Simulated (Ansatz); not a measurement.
Ag: work and stress of cleavage

These are results of DFT PBEsol, scalar-relativistic, plane waves, PAW in Ansatz, not measurements. Settings: plane waves to 420 eV, k-mesh 19×19×3 (Γ-centred), Gaussian smearing 0.15 eV. No spin polarisation. Energies are free energies at this smearing, counted from the undisturbed cell; pressure is positive in compression.

Zero of the scan (relaxed at this level; this form isn't the usual structure):

```xyz
8
Lattice="-2.8710 0.0000 0.0000 -1.4355 -2.4863 0.0000 0.0000 0.0000 18.6761" Properties=species:S:1:pos:R:3 pbc="T T T"
Ag   -1.4355   -0.8288    1.1673
Ag   -1.4355   -0.8288   10.5053
Ag   -2.8710   -1.6575    5.8363
Ag   -2.8710   -1.6575   15.1743
Ag    0.0000    0.0000    8.1708
Ag    0.0000    0.0000   17.5089
Ag    0.0000    0.0000    3.5018
Ag    0.0000    0.0000   12.8398
```

The cut lies on the cell's a–b face, a (0 0 1) plane (indices in the standard cell, whose axes needn't be the Cartesian ones shown) of area 7.14 Å², between layers 2.33 Å apart. Vector c is lengthened by d along the normal with the atoms' Cartesian places fixed: one unrelaxed cut a cell. The traction is positive where the two halves pull on each other.

| d (Å) | energy (J/m²) | traction (GPa) |
| --- | --- | --- |
| -0.30 | 0.53 | -41.1 |
| 0.00 | 0.00 | -0.7 |
| 0.25 | 0.16 | 11.3 |
| 0.50 | 0.49 | 14.2 |
| 1.00 | 1.14 | 11.0 |
| 2.00 | 1.81 | 3.4 |
| 3.00 | 1.99 | 0.8 |
| 6.00 | 2.03 | 0.0 |

Q: What are the work of separation and the cleavage stress, and do they fit the universal binding curve?

A: The energy levels off near W ≈ 2.03 J/m² (the traction is down to 0.0 GPa), the energy of the two unrelaxed faces, 1.02 J/m² each on average. The largest sampled traction is 14.2 GPa at d = 0.50 Å, and a parabola through it and its two neighbours peaks at σ_max ≈ 14.6 GPa, d ≈ 0.62 Å. The curve E = W[1 − (1 + d/ℓ)exp(−d/ℓ)] peaks in traction at d = ℓ with σ_max = W/(eℓ); with 1 J/m² per Å = 10 GPa this W and σ_max give ℓ = 0.51 Å. A parabola through that curve at the same three d peaks at 0.60 Å, against 0.62 Å here, a fair fit. Real crystals break at far lower stress, because cracks concentrate it, and on the plane of lowest W, which needn't be this one.

The cut is rigid; relaxing the faces lowers these energies and usually the stresses.

In a metal these slopes depend on the k mesh and the smearing.

Cost: 8 runs of about 16 core-minutes in all, on Arm Neoverse V2 (shared hosts).